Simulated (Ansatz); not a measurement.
# Slab of CsCl AlNi (110), 3 layers

The slab is cut from the CsCl crystal, which needn't be the stable phase, as relaxed on PAW files (12.11 Å³/atom), with 16 Å of vacuum and a dipole correction:

```xyz
6
Lattice="2.8936 0.0000 0.0000 0.0000 4.0921 0.0000 0.0000 0.0000 20.0921" Properties=species:S:1:pos:R:3 pbc="T T T"
Ni    2.1702    1.0230    8.0000
Al    0.7234    3.0691    8.0000
Ni    2.1702    3.0691   10.0460
Al    0.7234    1.0230   10.0460
Ni    2.1702    1.0230   12.0921
Al    0.7234    3.0691   12.0921
```

Computed with Ansatz 0.2.0; functional PBE, scalar-relativistic. Settings: a Γ-centred 13×9×1 k mesh, Fermi–Dirac smearing of 0.1 eV, no spin polarisation. Methods: LAPW: all electrons, basis error target 1 meV/atom; PAW: frozen-core files, cutoff 420 eV.

The bulk energy comes from a cell in the slab's orientation on a 13×9×9 mesh. The surface energy is (E(slab) − N·E(bulk))/2A at zero smearing, the mean of both faces; thin slabs carry quantum-size effects.

Spin polarisation is left out, though a magnetic state may lie lower.

Question: As cut, the LAPW slab lies 2.439 eV above 6 atoms of bulk. What surface energy is that?

Answer: Over two faces of 11.84 Å² it is 103.0 meV/Å², and times 16.02 J/m² per eV/Å² that gives γ = 1.650 J/m².

Question: What do relaxation and the other method give, and what work function comes out?

Answer: 

```
method  γ as cut (J/m²)  γ relaxed (J/m²)  Φ as cut (eV)  Φ relaxed (eV)
  LAPW            1.650             1.569           4.88            4.73
   PAW            1.649             1.568           4.88            4.73
```

Question: How do the spacings between the planes relax?

Answer: From the bottom face up: d12 -0.8 % of 2.046 Å, d23 -0.8 % of 2.046 Å. The outer plane rumples by 0.190 Å.

Question: What changes if the images along the normal are cut off in place of the dipole correction?

Answer: LAPW then gives: no gap, work function 4.73 eV; PAW: no gap, work function 4.73 eV.
